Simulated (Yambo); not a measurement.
Yambo run on K2S3 (space group Cmc2_1, No. 36). The wavefunctions are norm-conserving PBEsol (Quantum ESPRESSO, 74 Ry, no spin-orbit coupling) ones on a 2×2×2 mesh (36 occupied bands); a = 6.222 Å, b = 6.222 Å, c = 7.415 Å, α = 90.00°, β = 90.00°, γ = 108.39°.

Yambo input:

```
rim_cut
HF_and_locXC
RandQpts= 1000000
RandGvec= 1 Ry
EXXRLvcs= 74 Ry
VXCRLvcs= 296 Ry
% QPkrange
 1 | 1 | 36 | 37 |
 2 | 2 | 36 | 37 |
 3 | 3 | 36 | 37 |
 4 | 4 | 36 | 37 |
 5 | 5 | 36 | 37 |
 6 | 6 | 36 | 37 |
%
```

k points by index: 1 = Γ, 2 = (0, 0, -0.5), 3 = (0, -0.5, 0), 4 = (0, -0.5, -0.5), 5 = (-0.5, -0.5, 0), 6 = (-0.5, -0.5, -0.5).

Resulting energies as the program prints them:

```
#    K-point    Band    Eo [eV]    Ehf [eV]    Vxc [eV]    Vnlxc [eV]
#
    1    36    -0.311852    -3.137713    -11.76110    -14.58696
    1    37    1.447513    5.419234    -11.46835    -7.496630
    2    36    -0.209778    -3.195020    -12.01142    -14.99666
    2    37    1.987732    6.303316    -11.53028    -7.214700
    3    36    0.000000    -3.012379    -12.32182    -15.33419
    3    37    2.595590    7.082082    -11.31034    -6.823850
    4    36    -0.199238    -3.184482    -11.98067    -14.96591
    4    37    2.274264    6.652250    -11.57349    -7.195500
    5    36    -0.071210    -2.957691    -12.26358    -15.15006
    5    37    1.230909    5.295696    -11.02953    -6.964738
    6    36    -0.230713    -3.152397    -12.02349    -14.94517
    6    37    1.992346    6.246101    -11.55253    -7.298774
```
Exchange alone, without screening.

Geometry of the Materials Project entry, not relaxed at this level.
